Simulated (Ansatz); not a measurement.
Name crystals whose computed values (the program Ansatz at the PBE level (PAW)) fall in these windows: HSE06 gap (eV) 1.0 to 1.3; B₀ by P(V) fit (GPa) 32 to 41; gap (eV) 0.72 to 0.89.



| crystal | HSE06 gap (eV) | B₀ by P(V) fit (GPa) | gap (eV) |
|---|---|---|---|
| TePb, rock salt | 1.23 | 38.5 | 0.83 |
Others may fit too.

The cell was relaxed under the symmetry of its start. Spin–orbit coupling is left out wherever it is not named.

Potentials: the later of the program's two PAW sets.
